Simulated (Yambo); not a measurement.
**Rb₂NaAlF₆: sweep of GW parameters**

G0W0@LDA for Rb₂NaAlF₆ (space group Fm-3m, No. 225) in Yambo. Reference settings: 2×2×2 Γ-centred k mesh, bands 2 to 286 and a 8 Ry block in the screening, 286 bands in G with the Bruneval-Gonze terminator, plasmon pole fitted at 27.2 eV. The LDA gap Γ → Γ on this mesh is 6.45 eV; G0W0 gaps are taken between the same points.

```
change from the reference      G0W0 gap Γ → Γ (eV)  shift of the valence edge (eV)        rough Yambo cost
-----------------------------  -------------------  ------------------------------  ----------------------
reference settings                           10.82                           -2.63                       1
110 bands in G                               10.85                           -2.64                       –
wavefunctions cut at 25 Ry                   10.78                           -2.54  within a factor of two
no point-group symmetry                      10.84                           -2.67                about 3×
110 bands in G, no terminator                10.57                           -2.08                       –
no terminator                                10.71                           -2.44                       –
```

The reference isn't shown to be the converged limit. Costs are rough (shared machines), scaled to the same edge states, and given only for runs that recompute the screening.

Geometry of the Materials Project entry, not relaxed at this level; primitive cell a = b = c = 5.975 Å, α = β = γ = 60.00°.

The structure is a Materials Project entry; no match was found in the copy of COD used, and its stability was not checked.

A shift is the quasiparticle energy of the state minus its LDA energy.
